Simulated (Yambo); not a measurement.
Yambo run on CsH (CsCl type, space group Pm-3m, No. 221). The wavefunctions are PBEsol (Quantum ESPRESSO, PseudoDojo norm-conserving, 72 Ry, scalar-relativistic) ones on a 4×4×4 mesh (5 occupied bands); a = 3.8184 Å, b = 3.8184 Å, c = 3.8184 Å, α = 90.00°, β = 90.00°, γ = 90.00°.

Yambo input:

```
rim_cut
gw0
dyson
el_el_corr
HF_and_locXC
cohsex
em1s
RandQpts= 1000000
RandGvec= 1 Ry
EXXRLvcs= 72 Ry
VXCRLvcs= 288 Ry
Chimod= "HARTREE"
% BndsRnXs
 1 | 121 |
%
NGsBlkXs= 10 Ry
% LongDrXs
 1.0 | 1.0 | 1.0 |
%
ExtendOut
% QPkrange
 3 | 3 | 6 | 6 |
 10 | 10 | 5 | 6 |
%
```

k points by index: 3 = X, 10 = R.

Table of the .qp output:

```
#    K-point    Band    Eo [eV]    E [eV]    E-Eo [eV]    Vxc [eV]    Vnlxc [eV]    Sc|Eo [eV]    Re(Z)    Im(Z)
#
    3    6    2.454265    1.870320    -0.583945    -7.501042    -3.434868    -4.650119    1.000000    0.000000
    10    5    0.000000    -3.536278    -3.536278    -9.791740    -12.85666    -0.471362    1.000000    0.000000
    10    6    2.583413    2.078800    -0.504613    -7.638877    -3.725824    -4.417666    1.000000    0.000000
```
(The two width columns are left out.) Convergence of these settings isn't established.

Geometry of the Materials Project entry, not relaxed at this level.

The structure is a Materials Project entry; no match was found in the copy of COD used, and its stability was not checked.
